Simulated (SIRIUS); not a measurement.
Consider a self-consistent single point of Pt (Fm-3m, 4 atoms in the cell; from Materials Project mp-126, changed as shown).

```xyz
4
Lattice="3.8643 0.0000 0.0000 0.0000 3.8643 0.0000 0.0000 0.0000 3.8643" Properties=species:S:1:pos:R:3 pbc="T T T"
Pt     0.0000     0.0000     0.0000
Pt     0.0000     1.9321     1.9321
Pt     1.9321     0.0000     1.9321
Pt     1.9321     1.9321     0.0000
```

All values come from this method and carry its errors: LDA (PW92), GBRV LDA ultrasoft pseudopotentials (plane waves; SIRIUS).

SIRIUS settings:

parameters.ngridk: 8 8 8
parameters.xc_functionals: [XC_LDA_X, XC_LDA_C_PW]
parameters.gk_cutoff: 6.325 1/bohr
parameters.pw_cutoff: 14.143 1/bohr
parameters.smearing: fermi_dirac
parameters.smearing_width: 0.00367493 Ha
potentials: GBRV LDA ultrasoft pseudopotentials
parameters.electronic_structure_method: pseudopotential
parameters.num_bands: 38
parameters.num_mag_dims: 0
parameters.num_dft_iter: 100
parameters.energy_tol: 1e-07 Ha
parameters.density_tol: 1e-06
mixer.type: anderson
mixer.beta: 0.5
mixer.use_hartree: false

Results:

```
Item                                                      Result
------------------------------------------------  --------------
Number of valence electrons                                   64
Number of bands                                               38
Number of k-points after the program's reduction              35
Number of plane waves (most at a k-point)                   1743
Number of SCF iterations                                      25
FFT grid                                            36 × 36 × 36
Free energy E − TS                                -11473.8485 eV
Fermi level (on the code's own zero)                    23.59 eV
Pressure                                                6.05 GPa
```

Stress (GPa, positive for compression):
```
6.05  0.00  0.00
0.00  6.05  0.00
0.00  0.00  6.05
```

For comparison: a first run was changed to give this one (lattice scaled by 0.98), and from it to this one the free energy drops by 13.4 meV/atom and the pressure goes from -11.76 to 6.05 GPa.

The structure comes from a collection of computed structures, made at another level of theory; the collection holds predicted forms beside known ones.

Cost on one core: roughly 50 core-seconds.
